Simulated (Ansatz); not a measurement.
Is this Zr3AlN3 structure a true minimum?

It was reached by relaxing an invented guess, and it needn't be the stable form of this composition.

Method: DFT PBE, scalar-relativistic, plane waves, PAW (Ansatz 0.2.0). Settings: cutoff 420 eV, Γ-centred mesh 12×12×4 on the computed 7-atom cell, Gaussian smearing of 0.10 eV; no spin polarisation.

The cell below (7 atoms, space group P-6m2 (No. 187)) is relaxed within its symmetry.

```cif
data_structure
_symmetry_space_group_name_H-M 'P 1'
_symmetry_Int_Tables_number 1
_cell_length_a 3.2654
_cell_length_b 3.2654
_cell_length_c 9.9640
_cell_angle_alpha 90.000
_cell_angle_beta 90.000
_cell_angle_gamma 120.000
_cell_volume 92.01
loop_
_atom_site_label
_atom_site_type_symbol
_atom_site_fract_x
_atom_site_fract_y
_atom_site_fract_z
_atom_site_occupancy
Zr1 Zr 0.33333 0.66667 0.77113 1
Zr2 Zr 0.33333 0.66667 0.22887 1
Zr3 Zr 0.00000 0.00000 0.50000 1
Al1 Al 0.00000 0.00000 0.00000 1
N1 N 0.33333 0.66667 0.00000 1
N2 N 0.66667 0.33333 0.63830 1
N3 N 0.66667 0.33333 0.36170 1
```

For the test it was strained at random (σ = 1.5 % a component), the atoms were moved at random (σ = 0.10 Å), and all was relaxed again on a coarse 6×6×2 mesh (in the run’s order of axes) with 0.20 eV smearing, with no symmetry imposed.

**Question.** Does it come back?

**Answer.** It returns, within 1 meV/atom of the unmoved cell on that mesh and with the same symmetry when read at 0.1 Å. So it is stable against the distortions that fit this cell and that this random move excites. Modes that don't fit the cell aren't tested.
